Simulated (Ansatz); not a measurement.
A 3-atom cell of SrCl2 started from a crystallographic database, relaxed with r2SCAN: space group Fm-3m (No. 225), cubic; a = 6.995 Å in the conventional setting, 28.53 Å³ an atom. Around Sr lie 8 Cl at 3.03 Å; around Cl lie 4 Sr at 3.03 Å. One-shot G0W0@PBE in Ansatz 0.2.0 on a 4×4×4 mesh (contour deformation, no spin-orbit coupling), from a PBE gap of 5.312 eV over the mesh points (the G0W0 gap is indirect on the mesh); the number N of bands summed and the screening cutoff rise together. Calculated for a static, non-magnetic cell.

| N | cutoff (eV) | 1000/N | G0W0 gap (eV) |
| --- | --- | --- | --- |
| 151 | 80 | 6.623 | 7.272 |
| 333 | 140 | 3.003 | 7.451 |

Q: Lay a straight line in 1000/N through these rows.

A: The slope is -0.0494 eV per unit of 1000/N and the intercept 7.599 eV.

Q: Predict the gap at N = 603 (210 eV).

A: 7.599 + (-0.0494) × 1.658 = 7.517 eV; the run gives 7.544 eV, +0.027 eV from the line.

Q: With that run's result added, what limit do the last two rows suggest?

A: Their slope is (7.544 − 7.451)/(1.658 − 3.003) = -0.0691, which meets 1/N = 0 at 7.66 eV, against 7.599 eV from the first line. The slope steepens, so 1/N isn't yet asymptotic and the true limit probably lies higher still; the k mesh isn't extrapolated.
